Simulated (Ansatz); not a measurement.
BaTiNOF:
```xyz
5
Lattice="3.9848 0.0000 0.0000 0.0000 4.0545 0.0000 0.0000 0.0000 4.1574" Properties=species:S:1:pos:R:3 pbc="T T T"
Ba     1.9924     2.0272     2.0787
Ti     0.0000     0.0000     0.0000
N      1.9924     0.0000     0.0000
F      0.0000     0.0000     2.0787
O      0.0000     2.0272     0.0000
```

Relaxed with r²SCAN. Special points in fractions of this cell's reciprocal vectors: Γ (0.000, 0.000, 0.000); X (0.500, 0.000, 0.000); S (0.500, 0.500, 0.000); Y (0.000, 0.500, 0.000); Z (0.000, 0.000, 0.500); U (0.500, 0.000, 0.500); R (0.500, 0.500, 0.500); T (0.000, 0.500, 0.500).

Problem. List the band energies nearest the valence-band maximum at these points for DFT-r²SCAN in the program Ansatz with PAW potentials.

Solution. In eV from the valence-band maximum; about four levels below and three above (degenerate sets whole), none deeper than 8.9 eV; points with the same levels are listed once.

| k | below | above |
|---|---|---|
| Γ | -2.88 -0.53 -0.06 0.00 | 0.39 0.56 0.90 |
| X | -3.27 -3.25 -2.14 -1.88 | 0.54 2.03 3.38 |
| S | -4.47 -4.04 -3.05 -0.15 | 2.09 2.23 3.21 |
| Y | -3.32 -1.58 -1.55 -0.63 | 0.70 2.06 2.24 |
| Z | -3.68 -1.98 -0.69 -0.14 | 1.03 1.22 1.38 |
| U | -2.82 -2.69 -2.45 -2.10 | 1.16 3.01 3.17 |
| R | -3.65 -3.17 -1.47 -0.02 | 2.35 3.46 3.83 |
| T | -3.67 -0.77 -0.56 -0.29 | 1.32 2.24 2.52 |

Space group Pmmm. The start of the workflow was typed in or built on a structure type; neither database checked (COD, Materials Project) lists it. Whether it is the stable phase at ambient conditions was not checked. The r²SCAN relaxation kept the symmetry of its start; whether a distortion lowers the energy is not shown. The workflow began spin-polarised and lost its moments. Spin–orbit coupling is left out wherever it is not named.

Potentials: the earlier of the program's two PAW sets.
